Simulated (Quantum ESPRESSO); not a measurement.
One change at a time to AlIr2PtWZn3

All numbers below are calculated, not measured. They come from Quantum ESPRESSO 7.5, a public plane-wave density functional program. Each row is one single-point run on a made-up periodic cell of eight metal atoms, with elements, volume, strain and displacements drawn at random and not relaxed, so a cell may be unstable or far from any real phase. There is no spin polarisation or spin-orbit coupling.

Settings: PBE unless stated; PseudoDojo standard norm-conserving files; Fermi-Dirac width 0.25 eV, which means electrons at about 2900 K; cutoff 1143 eV; 5 x 5 x 4 k mesh shifted half a step off Gamma. E is the free energy of the whole cell (internal energy minus TS), so a -TS column is already part of it. Stress is positive in tension, and the pressure P is minus a third of its trace.

Checks: one run of this series was repeated at a higher cutoff and on a denser mesh, which moved values by no more than 0.007 eV, 0.03 GPa and 0.016 eV/Å, and a second program with other atomic files agreed on it to 2 % rms in force and 0.5 GPa in pressure. Known limits: heavy elements are run without spin-orbit coupling, which real alloys of them have; a spin test at this wide smearing found no moment, but such smearing suppresses magnetism that the real alloy may have.

The lattice is hexagonal close-packed, and the cell vectors in Å are (0.015, 0.056, -4.461); (-0.041, 4.843, -0.060); (5.555, -0.047, -0.019), a volume of 119.97 Å³ in run 1. The elements on sites 1 to 8 are W Ir Al Zn Zn Ir Pt Zn. Each later run makes one change to run 1 and keeps the rest. E is counted from run 1, and is n/a where other atomic files have another zero of energy.

| run | change | V (Å³) | P (GPa) | -TS (eV) | rms force (eV/Å) | largest change of a force component (eV/Å) | E (eV) |
|---|---|---|---|---|---|---|---|
| 1 | none | 119.97 | -1.50 | -1.171 | 0.736 | 0.000 | 0.000 |
| 2 | sites 7 and 8 exchanged | 119.97 | -0.79 | -1.181 | 0.892 | 2.411 | 0.244 |
| 3 | all lengths scaled by +1.38 % | 125.01 | -8.12 | -1.233 | 0.629 | 0.284 | 0.155 |
| 4 | Ru on site 4 | 119.97 | -2.51 | -1.404 | 0.813 | 1.387 | n/a |
| 5 | site 1 moved by +0.11 Å along z | 119.97 | -0.15 | -1.174 | 1.054 | 1.516 | ? |

## Worked estimate

Along the move dE = -F dx. The force on site 1 along z is -1.826 eV/Å in run 1 and -3.342 eV/Å in run 5, and the move is +0.11 Å, so the mean force times the move gives an estimate.

## Withheld value

Question: what E should run 5 give?

The estimate is 0.284 eV. The calculation gave 0.282 eV.
